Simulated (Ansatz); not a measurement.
BiB:
```
CELL_PARAMETERS angstrom
      3.88752     0.00000     0.00000
     -1.94376     3.36669     0.00000
      0.00000     0.00000     8.64209
ATOMIC_POSITIONS crystal
  B  0.50000 0.00000 0.00000
  B  0.00000 0.50000 0.66667
  B  0.50000 0.50000 0.33333
  Bi 0.50000 0.00000 0.50000
  Bi 0.00000 0.50000 0.16667
  Bi 0.50000 0.50000 0.83333
```

Relaxed with PBEsol.

Question: Decompose the optical modes at the zone centre into irreducible representations, and say which are infrared and Raman allowed.

Answer: Point group 622: Γ_opt = A2 + 2B1 + 2B2 + 3E1 + 2E2. Infrared: A2, E1. Raman: E1, E2.

Question: Assign frequencies (DFPT, DFT-PBEsol in the program Ansatz with PAW potentials).

Answer: B1 52, E1 72, B2 75, E2 135, B1 304, E1 363, A2 471, E2 487, B2 511, E1 516 cm⁻¹.

Subscripts of B labels follow the axes of the standard setting.

Space group P6_222. A made-up cell: these elements were put on the sites of a structure type; neither database checked (COD, Materials Project) lists it. Whether it is the stable phase at ambient conditions was not checked. Symmetry was held in the PBEsol relaxation; of distortions, only those at the zone centre were tested. As this level gives no gap, phonon frequencies hold no LO–TO term and depend on the k-mesh and smearing (Fermi–Dirac, 0.1 eV here). Spin–orbit coupling is left out wherever it is not named.

Potentials: the later of the program's two PAW sets.
